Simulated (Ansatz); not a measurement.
Ga:
```xyz
4
Lattice="2.2124 -3.7462 0.0000 2.2124 3.7462 0.0000 0.0000 0.0000 4.4334" Properties=species:S:1:pos:R:3 pbc="T T T"
Ga     2.2124    -1.1683     1.8411
Ga     2.2124     1.1683     2.5923
Ga     2.2124    -2.5779     4.0579
Ga     2.2124     2.5779     0.3756
```

Relaxed with LDA. Special points in fractions of this cell's reciprocal vectors: Γ (0.000, 0.000, 0.000); Y (-0.500, 0.500, 0.000); C0 (-0.337, 0.663, 0.000); Σ0 (0.337, 0.337, 0.000); Z (0.000, 0.000, 0.500); A0 (0.337, 0.337, 0.500); E0 (-0.337, 0.663, 0.500); T (-0.500, 0.500, 0.500); S (0.000, 0.500, 0.000); R (0.000, 0.500, 0.500).

List the band energies nearest the Fermi level at these points for LDA (plane waves, PAW; program Ansatz).

In eV from the Fermi level; about four levels below and three above (degenerate sets whole), none deeper than 8.9 eV; points with the same levels are listed once.

```tsv
k	below	above
Γ	-3.87 -1.82 -1.65 -0.75	0.95 1.09 1.11
Y	-4.14 -3.47 -1.70 -1.59	1.14 1.24 3.57
C0	-6.74 -1.13 -1.08 -0.12	0.00 1.10 2.08
Z	-0.02 -0.02	0.03 0.03 0.12 0.12
A0	-6.20 -6.20 -3.81 -3.81	4.28 4.28 5.36 5.36
T	-1.35 -1.35 -0.95 -0.95	7.03 7.03 8.32 8.32
S	-3.48 -3.48 -1.44 -1.44	0.82 0.82 4.38 4.38
R	-6.49 -6.49 -1.59 -1.59	0.60 0.60 7.54 7.54
```

Space group Cmce (α-Ga). The LDA relaxation kept the symmetry of its start. Scalar-relativistic: spin–orbit coupling is off unless named, which matters more the heavier the elements.

Potentials: the earlier of the program's two PAW sets. The files were generated under PBE; for other functionals the program regenerates the frozen cores, and for LDA and PBEsol the local potential too.
